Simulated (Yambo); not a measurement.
```
CuI
1.0
    4.01543     0.00000     0.00000
    0.00000     4.01543     0.00000
    0.00000     0.00000     6.21402
Cu I
2 2
Direct
  0.50000   0.50000   0.00000
  0.00000   0.00000   0.00000
  0.50000   0.00000   0.27620
  0.00000   0.50000   0.72380
```

CuI (space group P4/nmm, No. 129): mean Im ε in 1 eV windows above the direct gap of 2.37 eV, for different electron-hole kernels (Yambo, broadening 0.15 eV, norm-conserving PBEsol (Quantum ESPRESSO, 92 Ry, no spin-orbit coupling) bands; 6×6×4 mesh, 12 valence and 5 conduction bands, static screening with 66 bands and a 4 Ry block, scissor 0.98 eV, Tamm-Dancoff; field along x).

```tsv
window (eV)	independent quasiparticles	RPA (no attraction)	BSE
2.4 to 3.4	1.3	1.2	3.4
3.4 to 4.4	3.2	3.2	4.9
4.4 to 5.4	5.4	5.0	8.1
```

This run doesn't resolve bound excitons or single peaks, so only averages are given, and they too depend on the mesh; weight that the attraction moves below the gap isn't listed. All transitions below 6.03 eV are in the band window. The scissor comes from a G0W0 run whose convergence isn't established.

Spin-orbit coupling is left out, which matters for elements this heavy: edges can move by tenths of an eV. The filled Cu 3d shell has no Hubbard U; semilocal functionals place it too high.

Geometry relaxed with PBE+D3(BJ).

This is not the ordinary phase of the substance; no match was found in the copy of COD used, and its stability was not checked.
